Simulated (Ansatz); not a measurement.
Suppose MgSe₃ takes space group P-31m (No. 162), with Mg on 2d; Se on 6k. A trial structure of MgSe₃ was built thus: Mg between sheets of the P type, stage 1 (host Se; sites filled 2 of 3). A sheet's type names the database crystal that the layer was cut from.

These are results of DFT PBE, scalar-relativistic, plane waves, PAW (Ansatz), not measurements. Cutoff 420 eV, Γ-centred mesh, Gaussian smearing, no spin polarisation.

Formation energies are uncorrected and refer to the elements' standard structures at the same level.

Problem. Which cell and coordinates does it relax to?

Solution.

Space group P-31m (No. 162). a = 7.979 Å, b = 7.979 Å, c = 4.700 Å, α = 90.00°, β = 90.00°, γ = 120.00°
| atom | site | symmetry | x | y | z |
| --- | --- | --- | --- | --- | --- |
| Mg | 2d | 3.2 | 0.3333 | 0.6667 | 0.5000 |
| Se | 6k | ..m | 0.4232 | 0.4232 | 0.2171 |

Mg has 6 Se at 2.73 Å; Se is surrounded by 1 Se at 2.38 Å, 2 Mg at 2.73 Å and 1 Se at 2.93 Å. Another local minimum with the same sites may exist.

Problem. And its energy and gap?

Solution. The energy over the elements is −0.47 eV/atom and the gap on the 6×6×8 mesh of the 8-atom cell is 0 eV (a metal). A negative formation energy is needed for stability but isn't enough: competing phases decide.

The last run used Gaussian smearing of 0.10 eV. The reference form of Se is held partly by dispersion forces, which this level lacks. A structure relaxed within its symmetry needn't be a true minimum.
